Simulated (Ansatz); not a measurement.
# LiTiH6O2F6: Electric field gradients

The cell is a Materials Project structure (computed, not necessarily an observed phase), atoms as given.

Space group P321 (No. 150); a = 6.1359, c = 5.6152 Å, γ = 120.00°.

```csv
site,Wyckoff,site symmetry,x,y,z
Li,1b,32.,0.0000,0.0000,0.5000
Ti,1a,32.,0.0000,0.0000,0.0000
H,6g,1,0.1859,0.4931,0.2761
O,2d,3..,0.3333,0.6667,0.3230
F,6g,1,0.2501,0.0119,0.2341
```

One atom of each set is listed.

Computed with Ansatz: DFT, PBE, plane waves and PAW (field gradients read without the response of the frozen cores, which leaves them typically 4 to 6 % off), scalar-relativistic, collinear spin, 420 eV cutoff, Γ-centred 5×5×4 k-points, Fermi–Dirac smearing 0.02 eV. Start moments as typed (μB): 1 on each Ti, none on the rest.

C_Q = eQV_zz/h, which is 24.18 MHz for Q = 1 b and V_zz = 10²¹ V/m²; η = (V_xx − V_yy)/V_zz. ν_Q = 3|C_Q|/[2I(2I − 1)].

⁷Li: I = 3/2, Q = -40.10 mb; Ti-47: I = 5/2, Q = 302.0 mb; 2H: I = 1, Q = 2.858 mb; ¹⁷O: I = 5/2, Q = -25.58 mb. Nuclear quadrupole moments: year-2017 set (Pyykkö).

| site | atoms | first shell | C_Q (MHz) | η | ν_Q (MHz) |
| --- | --- | --- | --- | --- | --- |
| Li | 1 | 6 F at 2.12 Å | 0.035 | 0.00 | 0.017 |
| Ti | 1 | 6 F at 1.99 Å | -104 | 0.00 | 15.6 |
| H | 6 | 1 O at 1.03 Å; also 1 F at 1.44 Å | 0.142 | 0.20 | 0.213 |
| O | 2 | 3 H at 1.03 Å | 8.92 | 0.00 | 1.34 |

An axis of threefold or higher order runs through Li, Ti and O, so V_zz lies along it and η is zero. At H V_zz points along its bond to O (within 1°).

F has no stable isotope with a ground-state quadrupole moment in the table, so these sites are left out.

With a gap of 0.2 eV on this mesh, small gradients can still move by 0.1 × 10²¹ V/m² or more as the k-mesh gets denser. All moments are parallel here, as the start or the cell imposes; many such compounds order antiparallel, where fields and spin densities carried over to other atoms largely cancel. The magnetic order is the one that the run reached from its start moments, not necessarily the measured one.
